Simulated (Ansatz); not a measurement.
## Step by step: ScPt, relaxation of cell and atoms

Level of theory: Ansatz 0.2.0, DFT, r2SCAN, PAW with Ansatz's default frozen-core files, scalar-relativistic.

Command: `ansatz run input.yaml --threads 1 --pin off --max-ram 2048MiB --backend cpu --events-out ev --progress --plain --runs-dir out` The run took 25 s on 1 thread of Arm Neoverse V1 (shared host).

```yaml
crystal:
  lattice:
    - [3.27, 0.0, 0.0]
    - [0.0, 3.27, 0.0]
    - [0.0, 0.0, 3.27]
  atoms:
    - { symbol: Sc, position: [0.5, 0.5, 0.5] }
    - { symbol: Pt, position: [0.0, 0.0, 0.0] }
kpoints:
  mp_grid: { grid: [10, 10, 10] }
scf:
  occupations: { method: fermi_dirac, width: 0.05 }
hamiltonian:
  xc: r2scan
  pseudopotentials: { kind: paw }
output:
  forces: true
  stress: true
  efg: { contact_densities: true }
relax:
  f_tol: 0.005
  max_steps: 80
  cell: {}
```

Spin polarisation is left out, and whether a magnetic state lies lower isn't shown here.

Spin–orbit coupling is left out, though it moves levels of the heavy atoms by tenths of an eV or more.

The cell comes from COD entry 1537628, which wasn't checked; take it as a given geometry.

The cutoff is 500 eV; energies and pressures of the walk include the program's estimate of the Pulay term. The PAW files were made with PBE; their cores are remade for this functional.

Each frame lists the cell vectors (Å), then Cartesian positions (Å); symmetry keeps all forces zero. Free energies count from the first step, -14679.9906 eV.

The walk took 5 evaluations in all; steps that aren't listed are left out.

Step 1: E = 0.0 meV, P = 2.28 GPa

```
cell 3.2700 0.0000 0.0000 0.0000 3.2700 0.0000 0.0000 0.0000 3.2700
Sc    1.6350    1.6350    1.6350
Pt    0.0000    0.0000    0.0000
```

Step 2: E = +10.2 meV, P = -3.98 GPa, step rejected

```
cell 3.3172 0.0000 0.0000 0.0000 3.3172 0.0000 0.0000 0.0000 3.3172
Sc    1.6586    1.6586    1.6586
Pt    0.0000    0.0000    0.0000
```

(1) How does the relaxation end?

Results:

(1) It converges, with a = 3.286 Å, b = 3.286 Å, c = 3.286 Å, α = 90.00°, β = 90.00°, γ = 90.00° (conventional cell, space group Pm-3m). The last solve (on a basis chosen afresh for the final cell, so its energy is not quite comparable) gives E = -3.6 meV, P = 0.00 GPa:
```
cell 3.2861 0.0000 0.0000 0.0000 3.2861 0.0000 0.0000 0.0000 3.2861
Sc    1.6430    1.6430    1.6430
Pt    0.0000    0.0000    0.0000
```
